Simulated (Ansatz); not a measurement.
Theory: DFT PBE, scalar-relativistic, plane waves, PAW in Ansatz 0.2.0. Settings: cutoff 420 eV, Γ-centred meshes spaced at most about 0.3 Å⁻¹, and about 0.25 Å⁻¹ or finer for metals (2π included), Gaussian smearing. No spin polarisation in the final relaxations.

These are static total energies at zero pressure.

Two relaxed structures of CaHfO:

A.

```cif
data_structure
_symmetry_space_group_name_H-M 'P4/mmm'
_symmetry_Int_Tables_number 123
_cell_length_a 3.5675
_cell_length_b 3.5675
_cell_length_c 4.2556
_cell_angle_alpha 90.000
_cell_angle_beta 90.000
_cell_angle_gamma 90.000
_cell_volume 54.16
loop_
_atom_site_label
_atom_site_type_symbol
_atom_site_symmetry_multiplicity
_atom_site_Wyckoff_symbol
_atom_site_fract_x
_atom_site_fract_y
_atom_site_fract_z
_atom_site_occupancy
Ca1 Ca 1 a 0.00000 0.00000 0.00000 1
Hf1 Hf 1 d 0.50000 0.50000 0.50000 1
O1 O 1 c 0.50000 0.50000 0.00000 1
```

B.

```cif
data_structure
_symmetry_space_group_name_H-M 'P-6m2'
_symmetry_Int_Tables_number 187
_cell_length_a 3.5909
_cell_length_b 3.5909
_cell_length_c 6.3741
_cell_angle_alpha 90.000
_cell_angle_beta 90.000
_cell_angle_gamma 120.000
_cell_volume 71.18
loop_
_atom_site_label
_atom_site_type_symbol
_atom_site_symmetry_multiplicity
_atom_site_Wyckoff_symbol
_atom_site_fract_x
_atom_site_fract_y
_atom_site_fract_z
_atom_site_occupancy
Ca1 Ca 1 b 0.00000 0.00000 0.50000 1
Hf1 Hf 1 e 0.66667 0.33333 0.00000 1
O1 O 1 d 0.33333 0.66667 0.50000 1
```

Question: Which form is favoured at zero pressure, and by what margin per atom?

Answer: A is lower, by 1.03 eV/atom. A has space group P4/mmm (No. 123), 18.1 Å³/atom and no gap on its mesh; B has space group P-6m2 (No. 187), 23.7 Å³/atom and no gap. Counting O atoms around Ca and Hf (those within 1.25 times the shortest such distance or 1.15 times the sum of covalent radii; the shortest distance is added where it is long for a bond), A has Ca 4, Hf 2 and B has Ca 3, Hf 6 from 3.8 Å. The denser one is the lower, and pressure would at first widen the difference. In A, Ca is surrounded by 4 O at 2.52 Å, 8 Hf at 3.30 Å and 4 Ca at 3.57 Å; Hf has 2 O at 2.13 Å, 8 Ca at 3.30 Å and 4 Hf at 3.57 Å; around O lie 2 Hf at 2.13 Å and 4 Ca at 2.52 Å. In B, around Ca lie 3 O at 2.07 Å, 6 Ca at 3.59 Å and 6 Hf at 3.80 Å; Hf is surrounded by 6 Hf at 3.59 Å, 6 Ca at 3.80 Å and 6 O at 3.80 Å; O has 3 Ca at 2.07 Å, 6 O at 3.59 Å and 6 Hf at 3.80 Å. Both come from invented guesses.

These runs have no spin–orbit coupling, which can matter for Hf. Cells relaxed within their symmetry can be saddle points.
